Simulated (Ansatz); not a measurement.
**VIr3, first-principles data**

VIr3 (Cu3Au type, space group No. 221), a = 3.773 Å, b = 3.773 Å, c = 3.773 Å, α = 90.00°, β = 90.00°, γ = 90.00°.

Space group Pm-3m (No. 221), Cu3Au type; conventional cell a = b = c = 3.773 Å, α = β = γ = 90.00°.

Method: LDA in the plane-wave PAW code Ansatz. Structure relaxed to zero pressure with the same functional. Other levels are named where they apply.

### Cell and energy

Volume per atom: 13.42 Å³
Density: 19.41 g/cm³
Formation energy from the elements (no fitted shifts): -0.49 eV/atom

### Electronic structure

* **Electronic character**: metallic (no gap)
* **Density of states at the Fermi level**: 0.50 states/eV per atom (mean over ±0.08 eV)

### Mechanics

- Bulk modulus (Birch–Murnaghan fit): 371 GPa
- Pressure derivative B′: 4.8
- Elastic constants (relaxed ions, GPa): C11 = 609, C12 = 253, C44 = 297
- Mechanical stability: stable (all eigenvalues of C positive)
- Hill bulk and shear moduli: 372 and 242 GPa
- Young's modulus: 597 GPa
- Poisson's ratio: 0.23
- Debye temperature from the elastic constants: 490 K

### Phonons

* **Highest zone-centre frequency**: 23.3 meV
* **Zone-centre stability**: no imaginary mode at Γ

The first step of the workflow began from a Materials Project structure, measured or hypothetical; the Crystallography Open Database files this formula in space group No. 221, but the cells were not matched. Whether it is the stable phase at ambient conditions was not checked. The cell was relaxed with LDA under the symmetry of its start. No spin polarisation was allowed. As this level gives no gap, shear constants depend on the k-mesh and smearing (Fermi–Dirac, 0.1 eV here). As this level gives no gap, phonon frequencies hold no LO–TO term and depend on the k-mesh and smearing (Fermi–Dirac, 0.1 eV here). The references are the lowest solids computed at this level, not always the standard phases. Scalar-relativistic: spin–orbit coupling is off unless named, which matters more the heavier the elements.

Potentials: the later of the program's two PAW sets.
